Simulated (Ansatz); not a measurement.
# Sb: consecutive steps of a trajectory

All numbers below come from DFT PBEsol, scalar-relativistic, plane waves, PAW (Ansatz 0.2.0). The runs took a 420 eV cutoff, a shifted (0.5, 0.5, 0.5 steps) 2×2×2 mesh and Fermi–Dirac smearing (0.069 eV). The mesh is coarse. No spin polarisation.

16 atoms, starting at 1.02 times the perfect crystal's volume (space group Pm-3m, the cell as given, not relaxed at this level); Nosé–Hoover thermostat at 800 K, fixed cell; 35 steps of 6 fs. The run is short and not equilibrated. The time step is on the long side.

Positions in Å, velocities in 0.01 Å/fs, forces in eV/Å; dE is the potential energy from the first frame shown.

```xyz
16
Lattice="-6.3619 6.3619 0.0000 -6.3619 0.0000 6.3619 0.0000 6.3619 6.3619" Properties=species:S:1:pos:R:3:v100:R:3:forces:R:3 pbc="T T T" time_fs=72.00 dE_eV=0.0000 T_K=589
Sb   -9.2550    6.2924    6.2363    0.2776   -0.1249   -0.2311   -1.0068   -0.1711   -0.2376
Sb   -9.4304    9.5781    9.3730    0.1975    0.0809   -0.2595    0.2136    0.1048    0.1747
Sb   -6.1444    3.3266    3.2339    0.2177    0.1784    0.2205   -0.4663   -0.1135    0.5195
Sb   -6.4275    2.9783    6.2305   -0.0310   -0.2740   -0.3282    0.3211    0.1054   -0.4652
Sb   -6.5863    6.4146    2.9739   -0.1415    0.0236   -0.2527    0.7794   -0.2005    0.8450
Sb   -6.5227    6.2797    6.6635   -0.1752   -0.0786    0.3215    0.6928    0.1072   -1.1151
Sb   -6.2761    6.3427    9.3642    0.0329   -0.0157   -0.1859   -0.4143    0.0444    0.9451
Sb   -6.4349    9.3310    6.1160   -0.0212   -0.3086   -0.3303    0.3988   -0.0410    0.3553
Sb   -3.2931    0.0331    3.0986   -0.1452    0.1214    0.1514    0.1341    0.3826    1.0899
Sb   -3.1718    3.1480    0.1173   -0.0263    0.0264    0.3254   -0.2157    0.3910    0.6078
Sb   -3.0834    3.4249    3.1431    0.1525    0.2560   -0.2430    0.1170   -0.4641   -0.7521
Sb   -3.1619    3.0861    6.5393   -0.0348   -0.0980    0.2651   -0.3367    0.2266   -0.2057
Sb   -3.2442    6.5704    3.3047   -0.1407    0.1944    0.2255   -0.2346   -0.3943    0.2016
Sb   -3.0649    6.3421    6.4132   -0.0187   -0.0632   -0.1626   -1.3711   -0.2264   -0.9644
Sb   -0.3936   -0.0169    0.2584   -0.2896   -0.0166    0.3004    1.7003   -0.0137   -0.9630
Sb    0.1480    3.2110    3.2764    0.1460    0.0985    0.1834   -0.3116    0.2627   -0.0357
16
Lattice="-6.3619 6.3619 0.0000 -6.3619 0.0000 6.3619 0.0000 6.3619 6.3619" Properties=species:S:1:pos:R:3:v100:R:3:forces:R:3 pbc="T T T" time_fs=78.00 dE_eV=0.0782 T_K=554
Sb   -9.2398    6.2847    6.2221    0.2268   -0.1340   -0.2436   -1.1768   -0.1868   -0.2442
Sb   -9.4182    9.5831    9.3576    0.2089    0.0860   -0.2489    0.2318    0.0930    0.3163
Sb   -6.1320    3.3371    3.2479    0.1954    0.1734    0.2445   -0.5076   -0.1261    0.4461
Sb   -6.4289    2.9620    6.2101   -0.0153   -0.2694   -0.3496    0.3426    0.1376   -0.3733
Sb   -6.5937    6.4157    2.9599   -0.1046    0.0145   -0.2073    0.7970   -0.1842    1.1051
Sb   -6.5323    6.2751    6.6812   -0.1394   -0.0743    0.2643    0.8415    0.0855   -1.3416
Sb   -6.2747    6.3419    9.3544    0.0131   -0.0135   -0.1360   -0.4240    0.0515    1.1803
Sb   -6.4356    9.3124    6.0967   -0.0020   -0.3114   -0.3115    0.4108   -0.0195    0.4922
Sb   -3.3016    0.0410    3.1093   -0.1384    0.1407    0.2030    0.1790    0.4046    1.0504
Sb   -3.1737    3.1502    0.1377   -0.0372    0.0455    0.3538   -0.2373    0.4088    0.5280
Sb   -3.0740    3.4397    3.1274    0.1593    0.2342   -0.2782    0.1398   -0.4995   -0.6832
Sb   -3.1645    3.0805    6.5550   -0.0517   -0.0871    0.2529   -0.3644    0.2484   -0.3516
Sb   -3.2530    6.5815    3.3185   -0.1523    0.1768    0.2357   -0.2291   -0.3798    0.1845
Sb   -3.0680    6.3380    6.4020   -0.0864   -0.0750   -0.2085   -1.4692   -0.2550   -0.9324
Sb   -0.4086   -0.0179    0.2751   -0.2075   -0.0180    0.2496    1.7977   -0.0406   -1.2236
Sb    0.1564    3.2173    3.2874    0.1313    0.1114    0.1797   -0.3318    0.2621   -0.1531
16
Lattice="-6.3619 6.3619 0.0000 -6.3619 0.0000 6.3619 0.0000 6.3619 6.3619" Properties=species:S:1:pos:R:3:v100:R:3:forces:R:3 pbc="T T T" time_fs=84.00 dE_eV=0.1342 T_K=531
Sb   -9.2278    6.2764    6.2071    0.1686   -0.1439   -0.2566   -1.3182   -0.1997   -0.2443
Sb   -9.4053    9.5884    9.3431    0.2215    0.0906   -0.2316    0.2475    0.0791    0.4702
Sb   -6.1209    3.3474    3.2632    0.1714    0.1681    0.2648   -0.5445   -0.1380    0.3488
Sb   -6.4293    2.9460    6.1886    0.0014   -0.2635   -0.3665    0.3593    0.1708   -0.2563
Sb   -6.5989    6.4163    2.9490   -0.0670    0.0063   -0.1504    0.8053   -0.1635    1.3315
Sb   -6.5395    6.2708    6.6952   -0.0972   -0.0712    0.1975    0.9615    0.0636   -1.5235
Sb   -6.2745    6.3411    9.3479   -0.0072   -0.0110   -0.0759   -0.4287    0.0577    1.3733
Sb   -6.4351    9.2937    6.0786    0.0177   -0.3134   -0.2864    0.4145    0.0087    0.6354
Sb   -3.3097    0.0500    3.1230   -0.1295    0.1612    0.2529    0.2264    0.4227    0.9913
Sb   -3.1763    3.1535    0.1598   -0.0492    0.0654    0.3782   -0.2577    0.4158    0.4118
Sb   -3.0643    3.4530    3.1097    0.1674    0.2109   -0.3098    0.1621   -0.5306   -0.5779
Sb   -3.1681    3.0757    6.5697   -0.0699   -0.0753    0.2338   -0.3885    0.2670   -0.5102
Sb   -3.2625    6.5916    3.3329   -0.1639    0.1602    0.2452   -0.2192   -0.3579    0.1586
Sb   -3.0753    6.3331    6.3881   -0.1572   -0.0882   -0.2528   -1.4770   -0.2832   -0.8759
Sb   -0.4185   -0.0191    0.2884   -0.1228   -0.0207    0.1871    1.8042   -0.0703   -1.4541
Sb    0.1638    3.2244    3.2979    0.1158    0.1245    0.1704   -0.3472    0.2581   -0.2787
16
Lattice="-6.3619 6.3619 0.0000 -6.3619 0.0000 6.3619 0.0000 6.3619 6.3619" Properties=species:S:1:pos:R:3:v100:R:3:forces:R:3 pbc="T T T" time_fs=90.00 dE_eV=0.1569 T_K=527
Sb   -9.2196    6.2674    6.1913    0.1045   -0.1547   -0.2698   -1.4188   -0.2086   -0.2323
Sb   -9.3916    9.5940    9.3298    0.2352    0.0946   -0.2070    0.2594    0.0633    0.6268
Sb   -6.1114    3.3573    3.2796    0.1459    0.1625    0.2805   -0.5753   -0.1471    0.2270
Sb   -6.4287    2.9304    6.1661    0.0188   -0.2565   -0.3780    0.3698    0.2031   -0.1141
Sb   -6.6018    6.4165    2.9419   -0.0290   -0.0009   -0.0840    0.8036   -0.1408    1.4955
Sb   -6.5440    6.2666    6.7049   -0.0501   -0.0692    0.1234    1.0440    0.0434   -1.6399
Sb   -6.2755    6.3405    9.3453   -0.0277   -0.0082   -0.0079   -0.4297    0.0611    1.5000
Sb   -6.4335    9.2748    6.0623    0.0375   -0.3144   -0.2547    0.4097    0.0432    0.7781
Sb   -3.3172    0.0603    3.1396   -0.1185    0.1828    0.3002    0.2729    0.4359    0.9138
Sb   -3.1796    3.1580    0.1831   -0.0623    0.0856    0.3969   -0.2763    0.4100    0.2552
Sb   -3.0540    3.4650    3.0902    0.1768    0.1865   -0.3362    0.1830   -0.5560   -0.4321
Sb   -3.1729    3.0715    6.5830   -0.0894   -0.0628    0.2073   -0.4075    0.2822   -0.6723
Sb   -3.2727    6.6008    3.3479   -0.1752    0.1450    0.2537   -0.2060   -0.3296    0.1213
Sb   -3.0868    6.3274    6.3717   -0.2268   -0.1030   -0.2944   -1.3927   -0.3104   -0.7928
Sb   -0.4233   -0.0204    0.2976   -0.0395   -0.0249    0.1149    1.7208   -0.1012   -1.6283
Sb    0.1703    3.2322    3.3078    0.0999    0.1375    0.1553   -0.3569    0.2517   -0.4059
16
Lattice="-6.3619 6.3619 0.0000 -6.3619 0.0000 6.3619 0.0000 6.3619 6.3619" Properties=species:S:1:pos:R:3:v100:R:3:forces:R:3 pbc="T T T" time_fs=96.00 dE_eV=0.1407 T_K=545
Sb   -9.2153    6.2578    6.1747    0.0364   -0.1661   -0.2826   -1.4706   -0.2121   -0.2023
Sb   -9.3771    9.5998    9.3182    0.2499    0.0981   -0.1754    0.2665    0.0463    0.7742
Sb   -6.1034    3.3669    3.2969    0.1192    0.1568    0.2903   -0.5986   -0.1510    0.0805
Sb   -6.4271    2.9152    6.1432    0.0367   -0.2484   -0.3829    0.3730    0.2321    0.0532
Sb   -6.6024    6.4162    2.9390    0.0088   -0.0071   -0.0114    0.7925   -0.1182    1.5732
Sb   -6.5455    6.2625    6.7100    0.0003   -0.0681    0.0453    1.0828    0.0265   -1.6764
Sb   -6.2778    6.3401    9.3469   -0.0484   -0.0054    0.0647   -0.4274    0.0597    1.5431
Sb   -6.4306    9.2559    6.0481    0.0571   -0.3142   -0.2166    0.3968    0.0837    0.9122
Sb   -3.3239    0.0720    3.1590   -0.1056    0.2055    0.3442    0.3145    0.4433    0.8180
Sb   -3.1838    3.1638    0.2074   -0.0764    0.1055    0.4078   -0.2931    0.3898    0.0555
Sb   -3.0430    3.4754    3.0693    0.1876    0.1612   -0.3553    0.2019   -0.5741   -0.2426
Sb   -3.1789    3.0681    6.5946   -0.1100   -0.0496    0.1733   -0.4202    0.2941   -0.8260
Sb   -3.2835    6.6090    3.3634   -0.1862    0.1313    0.2605   -0.1910   -0.2961    0.0691
Sb   -3.1025    6.3208    6.3528   -0.2914   -0.1194   -0.3323   -1.2290   -0.3360   -0.6822
Sb   -0.4233   -0.0221    0.3022    0.0385   -0.0307    0.0359    1.5626   -0.1317   -1.7229
Sb    0.1758    3.2409    3.3166    0.0836    0.1506    0.1344   -0.3607    0.2437   -0.5266
16
Lattice="-6.3619 6.3619 0.0000 -6.3619 0.0000 6.3619 0.0000 6.3619 6.3619" Properties=species:S:1:pos:R:3:v100:R:3:forces:R:3 pbc="T T T" time_fs=102.00 dE_eV=0.0879 T_K=584
Sb   -9.2152    6.2475    6.1574   -0.0335   -0.1780   -0.2940   -1.4700   -0.2087   -0.1487
Sb   -9.3616    9.6058    9.3088    0.2653    0.1009   -0.1373    0.2676    0.0284    0.8990
Sb   -6.0971    3.3761    3.3145    0.0915    0.1514    0.2932   -0.6135   -0.1476   -0.0900
Sb   -6.4243    2.9006    6.1202    0.0548   -0.2394   -0.3799    0.3683    0.2555    0.2440
Sb   -6.6007    6.4156    2.9405    0.0464   -0.0123    0.0631    0.7739   -0.0980    1.5513
Sb   -6.5439    6.2584    6.7104    0.0519   -0.0679   -0.0332    1.0751    0.0138   -1.6281
Sb   -6.2814    6.3399    9.3531   -0.0692   -0.0028    0.1381   -0.4205    0.0521    1.4959
Sb   -6.4266    9.2371    6.0363    0.0762   -0.3124   -0.1725    0.3770    0.1301    1.0283
Sb   -3.3299    0.0850    3.1810   -0.0909    0.2289    0.3842    0.3468    0.4438    0.7027
Sb   -3.1888    3.1707    0.2321   -0.0916    0.1244    0.4090   -0.3086    0.3543   -0.1884
Sb   -3.0314    3.4843    3.0476    0.1996    0.1353   -0.3651    0.2190   -0.5830   -0.0077
Sb   -3.1861    3.0656    6.6038   -0.1314   -0.0358    0.1326   -0.4249    0.3030   -0.9580
Sb   -3.2950    6.6165    3.3792   -0.1970    0.1194    0.2649   -0.1757   -0.2591   -0.0017
Sb   -3.1218    6.3131    6.3318   -0.3480   -0.1373   -0.3651   -1.0083   -0.3593   -0.5442
Sb   -0.4187   -0.0241    0.3019    0.1086   -0.0380   -0.0461    1.3530   -0.1599   -1.7228
Sb    0.1803    3.2503    3.3239    0.0673    0.1636    0.1081   -0.3593    0.2347   -0.6317
16
Lattice="-6.3619 6.3619 0.0000 -6.3619 0.0000 6.3619 0.0000 6.3619 6.3619" Properties=species:S:1:pos:R:3:v100:R:3:forces:R:3 pbc="T T T" time_fs=108.00 dE_eV=0.0087 T_K=639
Sb   -9.2193    6.2364    6.1394   -0.1030   -0.1899   -0.3028   -1.4180   -0.1972   -0.0667
Sb   -9.3452    9.6119    9.3018    0.2813    0.1031   -0.0939    0.2611    0.0101    0.9886
Sb   -6.0924    3.3851    3.3320    0.0631    0.1465    0.2879   -0.6198   -0.1355   -0.2817
Sb   -6.4205    2.8865    6.0976    0.0728   -0.2298   -0.3679    0.3556    0.2712    0.4552
Sb   -6.5968    6.4147    2.9465    0.0834   -0.0168    0.1353    0.7509   -0.0816    1.4314
Sb   -6.5393    6.2543    6.7060    0.1027   -0.0683   -0.1085    1.0213    0.0054   -1.5008
Sb   -6.2861    6.3398    9.3635   -0.0898   -0.0007    0.2082   -0.4058    0.0373    1.3643
Sb   -6.4215    9.2184    6.0273    0.0946   -0.3088   -0.1234    0.3520    0.1823    1.1170
Sb   -3.3349    0.0994    3.2052   -0.0750    0.2528    0.4193    0.3656    0.4361    0.5646
Sb   -3.1948    3.1787    0.2565   -0.1079    0.1417    0.3983   -0.3239    0.3034   -0.4739
Sb   -3.0191    3.4917    3.0255    0.2130    0.1091   -0.3634    0.2351   -0.5814    0.2702
Sb   -3.1946    3.0638    6.6105   -0.1532   -0.0216    0.0860   -0.4204    0.3094   -1.0551
Sb   -3.3072    6.6234    3.3952   -0.2075    0.1095    0.2659   -0.1610   -0.2200   -0.0950
Sb   -3.1443    6.3043    6.3090   -0.3946   -0.1567   -0.3918   -0.7562   -0.3800   -0.3797
Sb   -0.4102   -0.0266    0.2967    0.1691   -0.0467   -0.1268    1.1173   -0.1841   -1.6266
Sb    0.1839    3.2605    3.3296    0.0511    0.1767    0.0773   -0.3538    0.2245   -0.7118
```

What is the next frame?

```xyz
16
Lattice="-6.3619 6.3619 0.0000 -6.3619 0.0000 6.3619 0.0000 6.3619 6.3619" Properties=species:S:1:pos:R:3:v100:R:3:forces:R:3 pbc="T T T" time_fs=114.00 dE_eV=-0.0812 T_K=704
Sb   -9.2276    6.2247    6.1210   -0.1700   -0.2015   -0.3075   -1.3202   -0.1768    0.0480
Sb   -9.3279    9.6181    9.2975    0.2973    0.1046   -0.0468    0.2451   -0.0082    1.0326
Sb   -6.0895    3.3937    3.3490    0.0344    0.1425    0.2735   -0.6171   -0.1144   -0.4893
Sb   -6.4156    2.8730    6.0760    0.0904   -0.2199   -0.3458    0.3354    0.2776    0.6807
Sb   -6.5907    6.4136    2.9567    0.1200   -0.0206    0.2009    0.7266   -0.0699    1.2296
Sb   -6.5316    6.2502    6.6973    0.1507   -0.0691   -0.1773    0.9247    0.0009   -1.3098
Sb   -6.2921    6.3398    9.3780   -0.1099    0.0006    0.2717   -0.3788    0.0159    1.1647
Sb   -6.4153    9.2000    6.0215    0.1121   -0.3031   -0.0703    0.3235    0.2406    1.1696
Sb   -3.3389    0.1153    3.2313   -0.0585    0.2768    0.4483    0.3672    0.4195    0.3996
Sb   -3.2017    3.1877    0.2799   -0.1253    0.1566    0.3735   -0.3402    0.2378   -0.7930
Sb   -3.0059    3.4974    3.0039    0.2276    0.0831   -0.3480    0.2508   -0.5679    0.5833
Sb   -3.2045    3.0630    6.6142   -0.1751   -0.0070    0.0355   -0.4055    0.3135   -1.1063
Sb   -3.3199    6.6297    3.4111   -0.2178    0.1014    0.2622   -0.1475   -0.1801   -0.2143
Sb   -3.1692    6.2943    6.2848   -0.4301   -0.1775   -0.4109   -0.4965   -0.3978   -0.1900
Sb   -0.3984   -0.0297    0.2867    0.2192   -0.0567   -0.2021    0.8779   -0.2029   -1.4466
Sb    0.1865    3.2715    3.3332    0.0351    0.1896    0.0432   -0.3454    0.2124   -0.7590
```